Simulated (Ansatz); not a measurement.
Ansatz input

```yaml
crystal:
  lattice:
    - [0.0, 2.9796103622, 2.9796103622]
    - [2.9796103622, 0.0, 2.9796103622]
    - [2.9796103622, 2.9796103622, 0.0]
  atoms:
    - { symbol: Ga, position: [0.125, 0.125, 0.125] }
    - { symbol: Ga, position: [0.875, 0.875, 0.875] }
hamiltonian:
  xc: r2scan
  pseudopotentials:
    kind: paw
    azcp:
      Ga: "pseudopotentials/Ga.paw.azcp"
basis:
  ecutwfc: 500
  fft_grid_basis: typed
kpoints:
  mp_grid: { grid: [9, 9, 9], shift: [0, 0, 0] }
magnetization:
  spin_polarized: false
scf:
  occupations: { method: fermi_dirac, width: 0.1 }
relax:
  max_steps: 60
  f_tol: 0.01
  cell: {}
```

and its output:

```
Engine: ansatz 0.2.0, x86_64-unknown-linux-gnu
Pseudopotentials: kind: paw
Pseudopotential: Ga, paw, valence charge 13, recommended cutoff 500 eV (meta_gga) 
Functional definition: r2SCAN
  parameter k0 = 0.174
  parameter k1 = 0.065
  parameter a1 = 4.9479
  exchange = r2scan_x(k0 = k0, k1 = k1, a1 = a1)
  correlation = r2scan_c
Crystal: 2 atoms, lattice volume = 52.906 Å³
Basis set: ecut = 500 eV, 1363 PW (Γ), exchange–correlation on 128×128×128 points (64 copies of the dense FFT grid, shifted against one another)
Bands: 17, of which v1, the nominal top of the filled ones, is band 13 counted from 1 (12 counted from 0)
Symmetry: 48 space group operations
Space group: Fd-3m (ITA 227), of the structure as read, at distance tolerance 3.8e-5 Å
k-points: 35 of 729
Non-local potential: Ga, projectors of the file, l = 0: 2, l = 1: 2, l = 2: 3, l = 3: 1
PAW form: soft (Blöchl's): semilocal exchange-correlation on the pseudo side does not see the compensation charge
PAW frozen core: Ga, regenerated for the run's functional (the file was generated under x = pbe(κ = 0.804, μ = 0.2195149727645171), c = pbe(β = 0.06672455060314922))
PAW one-centre angular grid: Ga, 590 points (default); XC on 160 Gauss nodes
Initial density: superposition of atomic densities (neutral atoms: chi_scale 0, normalization atom), corrected by the library's trained network
Initial wavefunctions: pseudopotential atomic-orbital guess
Functional: x = r2scan, c = r2scan; τ floored in thin density (d = 2e-4 eV/Å³)
SCF iter   1: F=—  HF=-7579.876808 eV  |F-HF|=—  |Δ(HF+E_count)|=         —  Δρ=9.90e-3  dr2=2.32e-2  dr2_τ=1.34e-3  ethr=1.77e-3  ⟨swp⟩=5.1  Hψ=2775  notcnv=0
SCF iter   2: F=—  HF=-7579.904206 eV  |F-HF|=—  |Δ(HF+E_count)|=   2.74e-2  Δρ=1.00e-2  dr2=2.88e-2  dr2_τ=2.26e-4  ethr=8.93e-5  ⟨swp⟩=2.1  Hψ=1477  notcnv=0
SCF iter   3: F=—  HF=-7579.870349 eV  |F-HF|=—  |Δ(HF+E_count)|=   3.39e-2  Δρ=4.39e-4  dr2=6.13e-5  dr2_τ=6.01e-7  ethr=8.93e-5  ⟨swp⟩=2.0  Hψ=1214  notcnv=0
SCF iter   4: F=—  HF=-7579.870321 eV  |F-HF|=—  |Δ(HF+E_count)|=   2.85e-5  Δρ=8.33e-5  dr2=4.51e-6  dr2_τ=3.72e-8  ethr=2.36e-7  ⟨swp⟩=2.0  Hψ=1046  notcnv=0
SCF iter   5: F=—  HF=-7579.870324 eV  |F-HF|=—  |Δ(HF+E_count)|=   3.42e-6  Δρ=1.29e-5  dr2=1.21e-7  dr2_τ=2.35e-9  ethr=1.73e-8  ⟨swp⟩=2.2  Hψ=793  notcnv=0
SCF iter   6: F=-7579.870324 eV  HF=-7579.870324 eV  |F-HF|=3.31e-9  |Δ(HF+E_count)|=   1.31e-7  Δρ=2.47e-6  dr2=2.34e-9  dr2_τ=3.19e-11  ethr=3.85e-10  ⟨swp⟩=4.0  Hψ=2072  notcnv=0
SCF 1 converged in 6 iterations: F = -7579.870324 eV  dr2 = 2.34e-9
...
SCF iter   1: F=—  HF=-7579.923669 eV  |F-HF|=—  |Δ(HF+E_count)|=         —  Δρ=1.32e-4  dr2=3.03e-6  dr2_τ=1.43e-6  ethr=1.28e-7  ⟨swp⟩=2.3  Hψ=4161  notcnv=0
SCF iter   2: F=—  HF=-7579.923667 eV  |F-HF|=—  |Δ(HF+E_count)|=   2.18e-6  Δρ=4.16e-5  dr2=4.41e-7  dr2_τ=8.20e-9  ethr=1.17e-8  ⟨swp⟩=2.0  Hψ=1014  notcnv=0
SCF iter   3: F=—  HF=-7579.923666 eV  |F-HF|=—  |Δ(HF+E_count)|=   7.80e-7  Δρ=4.39e-5  dr2=4.94e-7  dr2_τ=4.51e-9  ethr=1.70e-9  ⟨swp⟩=2.2  Hψ=1087  notcnv=0
SCF iter   4: F=—  HF=-7579.923666 eV  |F-HF|=—  |Δ(HF+E_count)|=   4.96e-7  Δρ=1.69e-5  dr2=7.17e-8  dr2_τ=1.36e-10  ethr=1.70e-9  ⟨swp⟩=2.0  Hψ=945  notcnv=0
SCF iter   5: F=—  HF=-7579.923665 eV  |F-HF|=—  |Δ(HF+E_count)|=   8.10e-8  Δρ=3.79e-6  dr2=3.32e-9  dr2_τ=8.51e-12  ethr=2.76e-10  ⟨swp⟩=2.0  Hψ=1032  notcnv=0
SCF iter   6: F=—  HF=-7579.923665 eV  |F-HF|=—  |Δ(HF+E_count)|=   3.24e-9  Δρ=5.09e-7  dr2=5.96e-11  dr2_τ=2.57e-13  ethr=1.28e-11  ⟨swp⟩=2.0  Hψ=1041  notcnv=0
SCF iter   7: F=-7579.923665 eV  HF=-7579.923665 eV  |F-HF|=3.64e-12  |Δ(HF+E_count)|=  4.09e-11  Δρ=2.90e-8  dr2=1.92e-13  dr2_τ=1.06e-15  ethr=1.00e-12  ⟨swp⟩=5.4  Hψ=2600  notcnv=0
SCF 5 converged in 7 iterations: F = -7579.923665 eV  dr2 = 1.92e-13
relax step   5: F+E_penalty+E_count = -7579.92366549 eV  Δ(F+E_penalty+E_count) = +1.128e-3 eV  max|allowed force component| = 1.480e-16 eV/Å  Δτ_max = 0.0000 Å  P = -0.038 GPa  Ω = 48.201 Å³  stress off target by 3.79e-2 GPa  SCF on the basis re-selected at this cell (its energy is not comparable with the rows above)  (7 SCF iters)
basis re-selected at this cell: Δ(F+E_penalty+E_count) = +1.128e-3 eV, ΔP = -0.025 GPa vs the last step (what re-selecting the basis moved, of the pressure what is left beyond the Pulay correction that the steps carried, after the strain that the cell walked since its last selection, with what the two solves' SCF thresholds leave and, on support functions, any second-order correction that the steps lacked; it is no measure of the basis error at this ecutwfc). The dense FFT grid was sized anew with the basis: this SCF ran on 30×30×30 points, the steps before it on 32×32×32, so part of this shift can come from that change (see relax.cell in the input reference). This SCF's stress stands 3.79e-2 GPa from its target on what of the cell is left free (relax.cell.stress_tol is 5.00e-2 GPa) and its largest allowed force component is 1.48e-16 eV/Å (relax.f_tol is 1.00e-2 eV/Å): within both
SCF converged after 7 iterations
Free energy (F): -7579.923665 eV
Harris-Foulkes:  -7579.923665 eV  (|F-HF|=3.64e-12)
Internal energy: -7579.882340 eV  (E = F + TS)
E sigma→0 (E₀):  -7579.903003 eV
Entropy (-TS):   -0.041326 eV (-20.663 meV/atom)
Fermi energy:    6.012959 eV
--- Per-component energies (eV) ---
  E_band       = -168.794484
  E_kinetic    = 228.400455
  E_local      = -4225.342646  (includes V_loc(G=0)·N_el)
  E_nonlocal   = 846.968867
  E_hartree    = 1964.355202
  E_xc         = -124.576906
  E_vxc        = -119.205754  (∫ρ·V_xc dr)
  E_paw        = -3999.230996  (= ΣΔE_a)
  E_vpaw       = -835.061823  (= ΣTr[D̂ρ^β])
  E_aug_tail   = -0.000072  (compensation charges beyond the density's cutoff)
  E_vtau       = 6.736111  (kinetic-family band-sum trace: ∫τ·v_τ [+ j·A + Jᵃ·Aᵃ] dr)
  E_ewald      = -2269.150104
  E_core_change = -1.306140  (= ΣΔE_core)
  E_smearing   = -0.041326  (= −TS)
  E_closure    = 0.000000  (closes the sum)
  Σ components = -7579.923665   (vs F -7579.923665, Δ=0.00e0)
--- Forces (eV/Å), atoms counted from 1 ---
  atom   1  Ga     0.00000000     0.00000000     0.00000000
  atom   2  Ga    -0.00000000    -0.00000000    -0.00000000
  max |Σ_I F_I| component: 5.55e-17 eV/Å
--- Stress (GPa, compression-positive) ---
       -0.037894       0.000000       0.000000
        0.000000      -0.037894       0.000000
        0.000000       0.000000      -0.037894
  P = ⅓ Tr σ = -0.0379 GPa (-0.379 kbar)
--- Relaxed structure (4 steps of the walk, 4 accepted, 1 SCFs on fresh bases) ---
  F+E_penalty+E_count = -7579.92366549 eV   max|allowed force component| = 1.480e-16 eV/Å   (the final SCF, on the basis selected at the relaxed cell)
  cell:  # Å, volume = 48.2012 Å³
    - [-1.1974124277304636e-33, 2.8885239787977763, 2.8885239787977763]
    - [2.8885239787977763, 8.152595252632943e-34, 2.8885239787977763]
    - [2.8885239787977763, 2.8885239787977763, 2.471255435954361e-33]
  atoms:
    - { symbol: Ga, position: [0.125, 0.125, 0.125] }
    - { symbol: Ga, position: [0.875, 0.875, 0.875] }
```

Launched by

```sh
ansatz run input.yaml --threads 1 --pin off --max-ram 3584MiB --backend cpu --events-out ev --progress --plain --runs-dir out
```

On 1 thread of Intel(R) Xeon(R) Platinum 8259CL CPU @ 2.50GHz (Skylake/Cascade Lake) (shared host) this took about 29 s of wall time and 29 s of CPU time.
